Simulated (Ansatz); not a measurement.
## All-electron card of ScZn

```
Sc Zn
1.0
     3.35000    0.00000    0.00000
     0.00000    3.35000    0.00000
     0.00000    0.00000    3.35000
Sc Zn
1 1
Direct
  0.00000 0.00000 0.00000
  0.50000 0.50000 0.50000
```

Atom numbers follow the list: Sc1, Zn2.

The conventional cell has a = 3.350 Å, b = 3.350 Å, c = 3.350 Å, α = 90.00°, β = 90.00°, γ = 90.00°. Sc (atom 1) is surrounded by 8 Zn at 2.90 Å. Zn (atom 2) is surrounded by 8 Sc at 2.90 Å.

The geometry is COD entry 1527719, unchecked; take it as a test cell.

Spin polarisation is left out, and whether a magnetic state lies lower isn't shown here.

Methods: DFT, PBEsol, all-electron LAPW, scalar-relativistic (Ansatz 0.2.0); DFT, PBEsol, PAW with Ansatz's default frozen-core files, scalar-relativistic (Ansatz 0.2.0).

For LAPW: a Γ-centred 10×10×10 k mesh, Fermi–Dirac smearing of 0.03 eV, basis error target 0.5 meV/atom, no spin polarisation. PAW takes a cutoff of 420 eV at this cell (files made with PBE, cores remade for this functional). The Ansatz runs share mesh, smearing and spin set-up. Values come from LAPW unless marked.

```
Bader charges (from the PAW run) : Sc1 +1.30, Zn2 -1.30 e
Band gap                         : none: with an odd electron count and no spin polarisation the bands can't all be full, a metal in this set-up (spin order or a larger cell could open a gap)
Volume per atom                  : 18.80 Å³
```

(1) Give the computed value. Pressure at this cell.

(2) Give the computed value. Density of states at the Fermi level (0.2 eV bin).

(3) Give the computed value. Löwdin charges (with 0.67 e of the cell spilling out of the atomic basis, so their sizes and signs hang on that basis).

Results:

(1) -3.31 GPa.

(2) 2.17 states/eV per cell.

(3) Sc1 -0.18, Zn2 0.85 e.
